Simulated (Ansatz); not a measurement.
SiC (zinc blende)

```yaml
crystal:
  lattice:
    - [0.00000, 4.37973, 4.37973]
    - [2.18986, 2.18986, 4.37973]
    - [2.18986, 2.18986, 0.00000]
  atoms:
    - { symbol: C, position: [0.00000, 0.75000, 0.75000] }
    - { symbol: C, position: [0.50000, 0.75000, 0.75000] }
    - { symbol: Si, position: [0.00000, 0.00000, 0.00000] }
    - { symbol: Si, position: [0.50000, 0.00000, 0.00000] }
```

The atoms are displaced by Q × the pattern below (from a DFPT mode at X = (0.5, 0.5, 0.0), largest move 1; Q in Å), at fixed cell. (q is in reciprocal vectors of the primitive cell; the cell shown is doubled to hold the pattern.)

```tsv
atom	x	y	z
C1	0.000	0.000	-1.000
C2	0.000	0.000	1.000
```

Atoms not listed stay in place.

Calculation: PBE (plane waves to 420 eV, PAW, scalar-relativistic; Ansatz, a quantum-chemistry and plane-wave program). k mesh 13×13×13 (Γ-centred), Fermi-Dirac smearing 0.05 eV. SiC was relaxed with its symmetry unable to fall. The PAW data are Ansatz's earlier set. 

```
Q (Å)   −dE/dQ from forces (eV/Å)
------  -------------------------
-0.100                      5.671
-0.083                      4.736
-0.067                      3.796
-0.050                      2.851
-0.033                      1.902
-0.017                      0.952
0.000                       0.000
0.017                      -0.952
0.033                      -1.902
0.050                      -2.851
0.067                      -3.796
0.083                      -4.736
0.100                      -5.671
```

Question: What harmonic wavenumber does the curvature at Q = 0 give?

Answer: 804 cm⁻¹. E″ = 57.12 eV/Å², M = Σ mᵢ|uᵢ|² = 24.0 u, ν̃ = 521.5·√(|E″|/M).

(For displaced atoms, the force is minus the slope of the energy, and its curvature is a force constant, which sets phonon frequencies.)
